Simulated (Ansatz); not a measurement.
Data:

TiS2 (CdI2 type)

```
TiS2
1.0
    3.36059     0.00000     0.00000
   -1.68029     2.91036     0.00000
    0.00000     0.00000     5.52244
Ti S
1 2
Direct
  0.00000   0.00000   0.00000
  0.33333   0.66667   0.25857
  0.66667   0.33333   0.74143
```

E(V) scan at fixed shape, V₀ the volume above. The atoms relax within the cell's symmetry.

The numbers are results of PBE-D3(BJ) (plane waves to 420 eV, PAW, scalar-relativistic; Ansatz, a first-principles code), not measurements. k mesh 16×16×9 (Γ-centred), Fermi-Dirac smearing 0.05 eV. E stands for the smeared free energy. Stress and pressure are positive under compression. With the shape held, the modulus is that of even scaling; a crystal free to change shape is softer. At this level the bands of TiS2 touch or barely overlap. TiS2 is run without spin polarisation. TiS2 was relaxed with its symmetry unable to fall. ΔE is measured from the relaxed starting cell.

The scan covers V/V₀ from 0.940 to 1.060 in 13 points.

### Question
What is ΔE at V/V₀ = 1.060?

### Answer
9 meV/atom.

### Question
What is ΔE at V/V₀ = 0.940?

### Answer
11 meV/atom.

### Question
What pressure does the cell carry at V/V₀ = 0.940?

### Answer
3.6 GPa.

(A scan under strain: stresses follow from slopes of the energy per volume, elastic moduli from its curvatures.)
